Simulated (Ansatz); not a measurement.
Input:

BAs:
```yaml
crystal:
  lattice:
    - [0.00000, 2.38389, 2.38389]
    - [2.38389, 0.00000, 2.38389]
    - [2.38389, 2.38389, 0.00000]
  atoms:
    - { symbol: B, position: [0.75000, 0.75000, 0.75000] }
    - { symbol: As, position: [0.00000, 0.00000, 0.00000] }
```

This is the PBEsol-relaxed structure. x, y and z are the axes in which the lattice vectors are written.

**Question.** All from PBEsol in the plane-wave PAW code Ansatz, unless another level is named. Estimate the piezoelectric stress constants (proper, relaxed ions, C/m²).

**Answer.** e14 = e25 = e36 = -0.16.

**Question.** Predict the Poisson's ratio.

**Answer.** 0.15.

Space group F-43m (zinc blende). Symmetry was held in the PBEsol relaxation. Signs of piezoelectric constants follow the polarity of the cell as given.

Potentials: the earlier of the program's two PAW sets. The files were generated under PBE; for other functionals the program regenerates the frozen cores, and for LDA and PBEsol the local potential too.
